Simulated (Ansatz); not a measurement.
VSi:
```yaml
crystal:
  lattice:
    - [5.10670, 0.00000, 0.00000]
    - [-2.55335, 4.42253, 0.00000]
    - [0.00000, 0.00000, 4.15142]
  atoms:
    - { symbol: V, position: [0.50000, 0.00000, 0.00000] }
    - { symbol: V, position: [0.50000, 0.50000, 0.00000] }
    - { symbol: V, position: [0.00000, 0.50000, 0.00000] }
    - { symbol: Si, position: [0.00000, 0.00000, 0.00000] }
    - { symbol: Si, position: [0.33333, 0.66667, 0.50000] }
    - { symbol: Si, position: [0.66667, 0.33333, 0.50000] }
```

Relaxed with PBE. Special points in fractions of this cell's reciprocal vectors: Γ (0.000, 0.000, 0.000); M (0.500, 0.000, 0.000); K (0.333, 0.333, 0.000); A (0.000, 0.000, 0.500); L (0.500, 0.000, 0.500); H (0.333, 0.333, 0.500).

Problem. List the band energies nearest the Fermi level at these points for PBE (plane waves, PAW; program Ansatz).

Solution. In eV from the Fermi level; about four levels below and three above (degenerate sets whole), none deeper than 8.9 eV; points with the same levels are listed once.

```tsv
k	below	above
Γ	-1.32 -1.32 -0.74 -0.74	1.77 1.77 1.96
M	-1.45 -1.43 -0.67 -0.26	0.15 0.71 0.79
K	-1.50 -1.35 -1.35 -0.87	0.27 0.27 0.56 0.56
A	-1.01 -0.64 -0.64 -0.64	0.33 0.74 0.74
L	-0.70 -0.24 -0.12 -0.07	0.07 0.39 0.43
H	-1.55 -1.55 -0.71 0.00 0.00	0.48 0.68 0.90
```

Space group P6/mmm. The cell is a constructed one: a structure type filled with these elements; neither database checked (COD, Materials Project) lists it. Its standing as an ambient phase is unchecked. The cell was relaxed with PBE under the symmetry of its start; its stability against distortions is not shown here. The workflow began spin-polarised and lost its moments.

Potentials: the later of the program's two PAW sets.
